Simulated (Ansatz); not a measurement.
One crystal and one scan (scan of one atom of the cell) at two levels, PBE (plane waves to 420 eV, PAW, scalar-relativistic; Ansatz, an electronic-structure program) and r2SCAN (plane waves to 500 eV, PAW, scalar-relativistic; Ansatz), each from its own relaxed cell and on its own mesh. The cell shown is that of PBE.

Relaxed ZnSe (zinc blende):

```xyz
4
Lattice="0.0000 5.7330 5.7330 2.8665 0.0000 2.8665 2.8665 2.8665 0.0000" Properties=species:S:1:pos:R:3 pbc="T T T"
Se     4.2998     4.2998     4.2998
Se     4.2998     7.1663     7.1663
Zn     0.0000     0.0000     0.0000
Zn     0.0000     2.8665     2.8665
```

In each cell atom 2 (Se, nearest neighbour Zn at 2.482 Å; its periodic images, 4.1 Å or more away, move with it) moves by s·(0.707, 0.707, 0.000) (along Cartesian [110]), the rest being held.

E stands for the smeared free energy. ZnSe was relaxed with its symmetry unable to fall. Percentages come from the unrounded values.

Results of PBE:

```
Property                                                                                                                  Result
----------------------------------------------------------------  --------------------------------------------------------------
Lattice constant a (Å)                                                                                                     5.733
Force constant k = d²E/ds² at s = 0 (finite differences) (eV/Å²)                                                            5.59
Shape of the curve                                                a single well with its minimum at or next to zero displacement
```

Task: Estimate the r2SCAN values.

Result: 
```
quantity                                                          r2SCAN     PBE − r2SCAN
----------------------------------------------------------------  ------  ---------------
Lattice constant a (Å)                                             5.665  +0.068 (+1.2 %)
Force constant k = d²E/ds² at s = 0 (finite differences) (eV/Å²)    6.19   -0.60 (-9.6 %)
```

PBE gives the higher value for: lattice constant a. PBE gives the lower value for: force constant k = d²E/ds² at s = 0. Both give the same shape of the curve: a single well with its minimum at or next to zero displacement.

(A displaced cell: forces are minus the slopes of the energy, force constants its curvatures, and phonons follow from these.)
